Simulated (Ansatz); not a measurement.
# Eu (Cmcm): spin–orbit coupling, moments along [001]

Method: Ansatz, DFT, LDA, all-electron LAPW, Dirac equation with spin-orbit coupling.

Command: `ansatz run input.yaml --threads 3 --pin off --max-ram 6144MiB --backend cpu --events-out ev --progress --plain --runs-dir out`

The folder start holds the state saved by an earlier run of the same cell, from which the iterations begin.

```yaml
crystal:
  lattice:
    - [1.99706651, -3.47970938, 0.0]
    - [1.99706651, 3.47970938, 0.0]
    - [0.0, 0.0, 6.34072505]
  atoms:
    - { symbol: Eu, position: [0.83686714, 0.16313286, 0.75], spin: 7.2, spin_axis: [0.0, 0.0, 1.0] }
    - { symbol: Eu, position: [0.16313286, 0.83686714, 0.25], spin: 7.2, spin_axis: [0.0, 0.0, 1.0] }
magnetization:
  noncollinear: true
  spin_orbit: true
kpoints:
  mp_grid: { grid: [7, 7, 4] }
scf:
  occupations: { method: fermi_dirac, width: 0.025 }
  convergence: { dr2_threshold: 1.0e-08 }
  max_iter: 60
hamiltonian:
  xc: lda
  pseudopotentials: { kind: all_electron, lapw: { basis_error: 0.00025 } }
output:
  eigenvalues: false
  hubbard: { sites: [{ species: Eu, l: f }] }
checkpoint:
  write: state
  compress: false
  write_every: 100000
  read: start
```

The program prints:

```
Warning: checkpoint.read: spin treatment differs: saved collinear, current noncollinear; the saved charge density seeds this run and the saved magnetisation is carried along the axis that this deck's starting moments share; the saved density holds an absolute magnetisation of 1.5e1 μB; saved orbitals and DFT+U occupations are not carried
settings of this run that can trade accuracy for cost: output.eigenvalues: false. Do not mix this run's numbers with those of runs without the same settings; the input reference describes each key
Eu: projections on atomic orbitals take those of the free atom 1s2 2s2 2p6 3s2 3p6 3d10 4s2 4p6 4d10 4f7 5s2 5p6 5d0 6s2, of charge +0.00 (hamiltonian.pseudopotentials.projection_atoms)
LAPW: plane waves up to 7.054 Å⁻¹, error target 2.5e-4 eV per atom; Dirac's equation on spinors; Eu in spheres of 1.950 Å, 27 of its electrons in bands (how accurate: hamiltonian.pseudopotentials.lapw.basis_error, Limitations)
band count auto-derived: 78 (N_el = 54.0; filled up to band 54; 66 by the electrons, moments and atoms)
Engine: ansatz 0.2.0
Pseudopotentials: kind: all_electron
Pseudopotential: Eu, LAPW, valence charge 27, lapw/all_electron/dirac/gaussian/Eu, Dirac's equation, gaussian nucleus
Functional definition: SPW92
  exchange = slater_x
  correlation = pw_c
Crystal: 2 atoms, lattice volume = 88.126 Å³
Basis set: ecut = 189.59845153298207 eV, 537 PW (Γ), FFT grids on a1+a2, a2, a3, exchange–correlation at level 2
Bands: 78, of which v1, the nominal top of the filled ones, is band 54 counted from 1 (53 counted from 0)
Symmetry: 4 space group operations + 4 with time reversal
Magnetic group: BNS 63.462 (UNI 560), of the structure as read, at distance tolerance 4.5e-5 Å
k-points: 48 of 196 (time reversal used)
Non-local potential: Eu, projectors of the file, none
Initial density: read from a saved state, or passed on in memory by an earlier SCF of this step, an earlier step, the calling program or the single point that the run made first
Starting moments: Σ|m| = 14.4 μB on 2 of 2 sites; this step starts from the density that it was given
Initial wavefunctions: plane waves of lowest kinetic energy (no species holds an atomic orbital)
Functional: x = slater, c = lda
iter 1 solved again at ethr=6.09e-7 eV; its pass at ethr=1.00e-1 eV (dr2=3.29e-4 eV) is discarded
SCF iter   1: F=—  HF=-590182.680396 eV  |F-HF|=—  |Δ(HF+E_count)|=         —  Δρ=1.90e-3  dr2=3.49e-4  dr2_m=7.31e-4  ethr=6.09e-7  |M|=1.49e1 ∫|m|=1.49e1 μB  β_m=0.30  ⟨swp⟩=4.3  Hψ=27600  notcnv=0
the basis was enlarged: its passes take 4.6 MiB over the memory plan, 3 of 3 planned eigensolver slots
preconditioner: auto → Kerker (q_TF=auto, 2.514 Å⁻¹)  [metal: Δε(μ)=0.007 eV  Ē_g=8.806 eV  σ=0.025 eV  W_gap=0.06  n_scr=22 (ndim 8)  ℏωp=20.2 eV  f_vac=0.000  D(μ)=4.01/eV (n_scr^D=34)]
spin=Noncollinear: Kerker preconditioning applied to the charge; magnetization (m_x, m_y, m_z) channels mix plain (no charge-response kernel on spin).
iter 2 solved again at ethr=1.08e-8 eV; its pass at ethr=6.09e-7 eV (dr2=5.85e-6 eV) is discarded
SCF iter   2: F=—  HF=-590182.571225 eV  |F-HF|=—  |Δ(HF+E_count)|=   1.09e-1  Δρ=7.52e-4  dr2=5.85e-6  dr2_m=1.15e-4  ethr=1.08e-8  |M|=1.49e1 ∫|m|=1.49e1 μB  β_m=0.45  ⟨swp⟩=2.0  Hψ=18592  notcnv=0
SCF iter   3: F=—  HF=-590182.582755 eV  |F-HF|=—  |Δ(HF+E_count)|=   1.15e-2  Δρ=7.67e-3  dr2=2.05e-2  dr2_m=1.19e-2  ethr=1.08e-8  |M|=1.44e1 ∫|m|=1.44e1 μB  β_m=0.13  ⟨swp⟩=4.0  Hψ=14420  notcnv=0  recentre
SCF iter   4: F=—  HF=-590182.505154 eV  |F-HF|=—  |Δ(HF+E_count)|=   7.76e-2  Δρ=2.05e-4  dr2=3.32e-5  dr2_m=6.33e-6  ethr=1.08e-8  |M|=1.49e1 ∫|m|=1.49e1 μB  β_m=0.29  ⟨swp⟩=4.0  Hψ=14498  notcnv=0
SCF iter   5: F=—  HF=-590182.481280 eV  |F-HF|=—  |Δ(HF+E_count)|=   2.39e-2  Δρ=8.67e-5  dr2=6.72e-6  dr2_m=1.55e-6  ethr=1.08e-8  |M|=1.49e1 ∫|m|=1.49e1 μB  β_m=0.44  ⟨swp⟩=3.0  Hψ=12500  notcnv=0
SCF iter   6: F=—  HF=-590182.481389 eV  |F-HF|=—  |Δ(HF+E_count)|=   1.09e-4  Δρ=8.48e-5  dr2=1.06e-5  dr2_m=6.00e-7  ethr=1.08e-8  |M|=1.49e1 ∫|m|=1.49e1 μB  β_m=0.47  ⟨swp⟩=3.0  Hψ=11510  notcnv=0
SCF iter   7: F=—  HF=-590182.481333 eV  |F-HF|=—  |Δ(HF+E_count)|=   5.61e-5  Δρ=3.95e-5  dr2=2.82e-6  dr2_m=1.91e-7  ethr=1.08e-8  |M|=1.49e1 ∫|m|=1.49e1 μB  β_m=0.69  ⟨swp⟩=2.0  Hψ=11361  notcnv=0
SCF iter   8: F=—  HF=-590182.481338 eV  |F-HF|=—  |Δ(HF+E_count)|=   4.76e-6  Δρ=1.85e-5  dr2=6.49e-7  dr2_m=2.85e-8  ethr=5.23e-9  |M|=1.49e1 ∫|m|=1.49e1 μB  β_m=0.84  ⟨swp⟩=2.0  Hψ=11361  notcnv=0
SCF iter   9: F=—  HF=-590182.481340 eV  |F-HF|=—  |Δ(HF+E_count)|=   1.78e-6  Δρ=7.54e-6  dr2=1.02e-7  dr2_m=7.05e-9  ethr=1.20e-9  |M|=1.49e1 ∫|m|=1.49e1 μB  β_m=0.92  ⟨swp⟩=2.0  Hψ=11361  notcnv=0
SCF iter  10: F=—  HF=-590182.481339 eV  |F-HF|=—  |Δ(HF+E_count)|=   1.00e-6  Δρ=3.74e-6  dr2=2.35e-8  dr2_m=2.22e-9  ethr=1.89e-10  |M|=1.49e1 ∫|m|=1.49e1 μB  β_m=0.79  ⟨swp⟩=2.0  Hψ=11361  notcnv=0
SCF iter  11: F=—  HF=-590182.481338 eV  |F-HF|=—  |Δ(HF+E_count)|=   9.84e-7  Δρ=1.81e-6  dr2=5.97e-9  dr2_m=1.31e-10  ethr=4.36e-11  |M|=1.49e1 ∫|m|=1.49e1 μB  β_m=0.81  ⟨swp⟩=2.0  Hψ=11361  notcnv=0
iter 12 did not close the SCF: its close was put off for a basis of augmented plane waves that was refined there (scf_convergence_deferred on its scf_iter line)
SCF iter  12: F=-590182.481338 eV  HF=-590182.481338 eV  |F-HF|=8.15e-10  |Δ(HF+E_count)|=   3.02e-7  Δρ=3.31e-7  dr2=2.09e-10  dr2_m=5.06e-12  ethr=1.11e-11  |M|=1.49e1 ∫|m|=1.49e1 μB  β_m=0.85  ⟨swp⟩=2.1  Hψ=11365  notcnv=0
SCF iter  13: F=—  HF=-590182.497757 eV  |F-HF|=—  |Δ(HF+E_count)|=         —  Δρ=3.53e-6  dr2=6.84e-11  dr2_m=2.52e-9  ethr=6.60e-12 (applied; sched 1.00e-12)  |M|=1.49e1 ∫|m|=1.49e1 μB  β_m=0.85  ⟨swp⟩=2.0  Hψ=11361  notcnv=0
the basis was enlarged: its passes take 10.5 MiB over the memory plan, 3 of 3 planned eigensolver slots
SCF iter  14: F=—  HF=-590182.497916 eV  |F-HF|=—  |Δ(HF+E_count)|=   1.59e-4  Δρ=1.47e-4  dr2=1.23e-5  dr2_m=4.37e-6  ethr=8.16e-12 (applied; sched 1.00e-12)  |M|=1.49e1 ∫|m|=1.49e1 μB  β_m=0.92  ⟨swp⟩=4.0  Hψ=13879  notcnv=0
SCF iter  15: F=—  HF=-590182.498191 eV  |F-HF|=—  |Δ(HF+E_count)|=   2.75e-4  Δρ=1.76e-4  dr2=2.52e-5  dr2_m=6.23e-6  ethr=8.80e-12 (applied; sched 1.00e-12)  |M|=1.49e1 ∫|m|=1.49e1 μB  β_m=0.63  ⟨swp⟩=4.7  Hψ=14596  notcnv=0
SCF iter  16: F=—  HF=-590182.497775 eV  |F-HF|=—  |Δ(HF+E_count)|=   4.16e-4  Δρ=7.18e-5  dr2=4.62e-6  dr2_m=1.04e-6  ethr=8.16e-12 (applied; sched 1.00e-12)  |M|=1.49e1 ∫|m|=1.49e1 μB  β_m=0.43  ⟨swp⟩=4.0  Hψ=13868  notcnv=0
SCF iter  17: F=—  HF=-590182.497725 eV  |F-HF|=—  |Δ(HF+E_count)|=   4.98e-5  Δρ=2.02e-5  dr2=6.55e-7  dr2_m=4.94e-8  ethr=8.02e-12 (applied; sched 1.00e-12)  |M|=1.49e1 ∫|m|=1.49e1 μB  β_m=0.72  ⟨swp⟩=4.0  Hψ=13503  notcnv=0
SCF iter  18: F=—  HF=-590182.497724 eV  |F-HF|=—  |Δ(HF+E_count)|=   1.42e-6  Δρ=9.06e-6  dr2=1.55e-7  dr2_m=2.36e-9  ethr=7.16e-12 (applied; sched 1.00e-12)  |M|=1.49e1 ∫|m|=1.49e1 μB  β_m=0.86  ⟨swp⟩=3.0  Hψ=12262  notcnv=0
SCF iter  19: F=—  HF=-590182.497724 eV  |F-HF|=—  |Δ(HF+E_count)|=   1.51e-9  Δρ=3.00e-6  dr2=1.68e-8  dr2_m=1.91e-10  ethr=6.99e-12 (applied; sched 1.00e-12)  |M|=1.49e1 ∫|m|=1.49e1 μB  β_m=0.93  ⟨swp⟩=3.0  Hψ=11738  notcnv=0
SCF iter  20: F=-590182.497724 eV  HF=-590182.497724 eV  |F-HF|=2.10e-9  |Δ(HF+E_count)|=   1.63e-9  Δρ=7.86e-7  dr2=1.10e-9  dr2_m=2.32e-11  ethr=6.74e-12 (applied; sched 1.00e-12)  |M|=1.49e1 ∫|m|=1.49e1 μB  ⟨swp⟩=3.0  Hψ=11495  notcnv=0
SCF 1 converged in 20 iterations: F = -590182.497724 eV  dr2 = 1.10e-9
WARN: this state was not checked for a lower one beside it: the run's test of it (scf.lower_state_search) could not run behind this SCF: none is made under non-collinear spin (noncollinear)
SCF converged after 20 iterations
Magnetization: |M| = 14.9083 μB,  M = (-0.0000, -0.0000, +14.9083) μB
Absolute magnetization: 14.9086 μB (∫|m|)
  site 0: m = (+0.0000, +0.0000, +7.2464) μB, |m| = 7.2464 μB  (R = 1.95 Å)
  site 1: m = (+0.0000, +0.0000, +7.2464) μB, |m| = 7.2464 μB  (R = 1.95 Å)
Free energy (F): -590182.497724 eV
Harris-Foulkes:  -590182.497724 eV  (|F-HF|=2.10e-9)
Internal energy: -590182.490030 eV  (E = F + TS)
E sigma→0 (E₀):  -590182.493877 eV
Entropy (-TS):   -0.007694 eV (-3.847 meV/atom)
Fermi energy:    9.995858 eV
--- Per-component energies (eV) ---
  E_band       = -2457.923232
  E_kinetic    = 641470.165856
  E_xc         = -12851.989792
  E_electrostatic = -1218800.666095  (all electrons and nuclei)
  E_smearing   = -0.007694  (= −TS)
  E_closure    = 0.000000  (closes the sum)
  E_atoms      = -590161.600157  (free atoms, spherical and without spin; not in F)
  Σ components = -590182.497724   (vs F -590182.497724, Δ=0.00e0)
  Basis errors (estimates in eV, not in F): energy 1.6e-5 per atom: plane waves 4.5e-6 (3.3e-6 summed), levels above the bands 6.5e-73, relativity 4.8e-9, radial functions 1.2e-5, core shells 6.0e-8; eigenvalues (radial functions only) 2.3e-7; not estimated: angular momenta, meshes, grids; target (lapw.basis_error) 2.5e-4; muffin-tin radii Eu 1.950 Å
--- Occupation matrices: 2 shells (Löwdin-built; ε = 2.00e-2, provisional) ---
  Eu0 f_4F: site group C2v (mm2)
  Eu0 f_4F spinor Tr n = 6.8370  λ = 0.000 0.000 0.000 0.000 0.000 0.000 0.001 0.938 0.958 0.971 0.990 0.990 0.993 0.995  [7× yz2 0.14 E1/2(1.00) | y(3x2-y2) 0.78 E1/2(1.00) | 6× z(x2-y2) 0.17 E1/2(1.00)]
  Eu1 f_4F: site group C2v (mm2)
  Eu1 f_4F spinor Tr n = 6.8370  λ = 0.000 0.000 0.000 0.000 0.000 0.000 0.001 0.938 0.958 0.971 0.990 0.990 0.993 0.995  [7× yz2 0.14 E1/2(1.00) | y(3x2-y2) 0.78 E1/2(1.00) | 6× z(x2-y2) 0.17 E1/2(1.00)]
  Tr n, λ and their labels are of the run-group-symmetrised matrices; stabiliser: 8 of 16 elements of G0×{1,Θ} (closed), max defect 8.4e-16 at τ = 4.2e-3
settings of this run that can trade accuracy for cost: output.eigenvalues: false. Do not mix this run's numbers with those of runs without the same settings; the input reference describes each key
```

Site moments (μB): Eu1 (0.00, 0.00, 7.25); Eu2 (0.00, 0.00, 7.25). Cell moment 14.91 μB.

Without U a semilocal functional puts the f levels too near the Fermi level, which can change moments and the order of magnetic states; site and cell moments are spin moments. In at least one run the program's final test of stability wasn't made or came to no verdict. With open f shells a run can end in a state that isn't the lowest. These are results for the start and cell typed. The real compound can order otherwise, in a larger cell, or not at all, since semilocal functionals at zero temperature often overstate magnetism.

It took 85 s on 3 threads of Intel(R) Xeon(R) 6975P-C (Granite Rapids), with other jobs on the host, peak memory 1.1 GiB.
